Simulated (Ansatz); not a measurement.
```yaml
crystal:
  lattice:
    - [0.0, 3.1368594826, 3.1368594826]
    - [3.1368594826, 0.0, 3.1368594826]
    - [3.1368594826, 3.1368594826, 0.0]
  atoms:
    - { symbol: Nb, position: [0.0, 0.0, 0.0], spin: 2.0 }
    - { symbol: Te, position: [0.25, 0.25, 0.25] }
basis:
  ecutwfc: 420
  ecutrho_ratio: 4
kpoints:
  mp_grid: { grid: [8, 8, 8] }
hamiltonian:
  xc: pbesol
scf:
  occupations: { method: gaussian, width: 0.05 }
output:
  forces: true
  stress: true
  eigenvalues: true
  populations: true
magnetization:
  spin_polarized: true
```

What does this Ansatz input ask for?

It asks for a single-point calculation of NbTe with PBEsol (scalar-relativistic), a cutoff of 420 eV (density cutoff 4 times that), a Γ-centred 8×8×8 mesh and Gaussian smearing of 0.05 eV, with collinear spin, starting moments 2.00, 0.00 μB on the atoms in order. Forces, stress and eigenvalues are wanted, and also Löwdin populations.

How large is the problem?

29 valence electrons, 1243 plane waves at Γ, 24 symmetry operations and 29 irreducible k-points; it took 11 SCF iterations in all.

It took of the order of 21 core-seconds on a shared host.

The cell came from substitution into a structure type; whether the compound takes it is for experiment to say.
